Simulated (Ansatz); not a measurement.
## A change and its effect: BeNi (Pm-3m)

```yaml
crystal:
  lattice:
    - [2.48356, 0.00000, 0.00000]
    - [0.00000, 2.48356, 0.00000]
    - [0.00000, 0.00000, 2.48356]
  atoms:
    - { symbol: Be, position: [0.00000, 0.00000, 0.00000] }
    - { symbol: Ni, position: [0.50000, 0.50000, 0.50000] }
```

The cell was relaxed at 30 GPa.

The conventional cell has a = 2.484 Å, b = 2.484 Å, c = 2.484 Å, α = 90.00°, β = 90.00°, γ = 90.00°. Around Be (atom 1) lie 8 Ni at 2.15 Å. Ni (atom 2) has 8 Be at 2.15 Å as nearest neighbours.

Computed, not measured; unless marked otherwise by PBEsol, all-electron LAPW in Ansatz 0.2.0, scalar-relativistic. k mesh 18×18×18, strains of ±0.008, Fermi-Dirac smearing of 0.100 eV, basis error target 0.5 meV/atom. The cell was relaxed by PAW under this functional. The structure is one entry of a database and needn't be the stable phase.

With these settings the run gives C11 = 405.3, C44 = 203.8 GPa and B_V = 315.1 GPa (relaxed ions).

The run is repeated in the same cell with hamiltonian.xc from pbesol to lda. What moves, and by how much?

C11: -5.65 %; C44: -4.08 %; B_V: -4.67 %. The cell isn't relaxed anew, and its pressure at the new settings is 21.5 GPa; in its own relaxed cell the change can differ in size and sign.

Limits of these numbers: no spin polarisation, a magnetic state may lie lower; responses of metals move with mesh and smearing; cell far from its zero-pressure volume under this functional.
